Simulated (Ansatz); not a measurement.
Data:

Si$_{2}$Ni:
Space group Fm-3m (No. 225); a = b = c = 5.3871 Å, α = β = γ = 90.00°

```json
[
 {"atom": "Si", "site": "8c", "symmetry": "-43m", "x": "0.2500", "y": "0.2500", "z": "0.2500"},
 {"atom": "Ni", "site": "4a", "symmetry": "m-3m", "x": "0.0000", "y": "0.0000", "z": "0.0000"}
]
```
(The calculation used a cell of 3 atoms; values per cell refer to that cell.)

This is the r²SCAN-relaxed structure.

Question: All from the program Ansatz at the r²SCAN level (PAW), unless another level is named. Predict the Poisson's ratio.

Answer: 0.34.

Question: And the highest zone-centre frequency?

Answer: 331 cm^-1.

The cell was relaxed with r²SCAN under the symmetry of its start; of distortions, only those at the zone centre were tested. The run is not spin-polarised. As this level gives no gap, phonon frequencies hold no LO–TO term and depend on the k-mesh and smearing (Fermi–Dirac, 0.1 eV here).

Potentials: the earlier of the program's two PAW sets.
